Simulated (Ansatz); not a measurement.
Relaxed InAs (zinc blende):

```
CELL_PARAMETERS angstrom
      0.00000     6.10911     6.10911
      3.05455     0.00000     3.05455
      3.05455     3.05455     0.00000
ATOMIC_POSITIONS crystal
  As 0.37500 0.75000 0.75000
  As 0.87500 0.75000 0.75000
  In 0.00000 0.00000 0.00000
  In 0.50000 0.00000 0.00000
```

Level of theory: r2SCAN (plane waves to 500 eV, PAW, scalar-relativistic; Ansatz, a program for electronic structure). k mesh 4×8×8 (Γ-centred), Fermi-Dirac smearing 0.05 eV. InAs was relaxed with its symmetry unable to fall.

One atom of the cell was then moved (with its periodic images), all else fixed, and the forces (eV/Å) came out as:

```tsv
atom	Fx	Fy	Fz
As1	-0.421	0.421	-0.792
As2	-0.195	0.195	0.169
In3	-0.060	0.060	0.086
In4	0.676	-0.676	0.537
```

**Question.** Which atom was moved, and by which vector (Å)?

**Answer.** In4, by (-0.12, 0.12, -0.12), 0.21 Å in all.

(A displaced cell: forces are minus the slopes of the energy, force constants its curvatures, and phonons follow from these.)
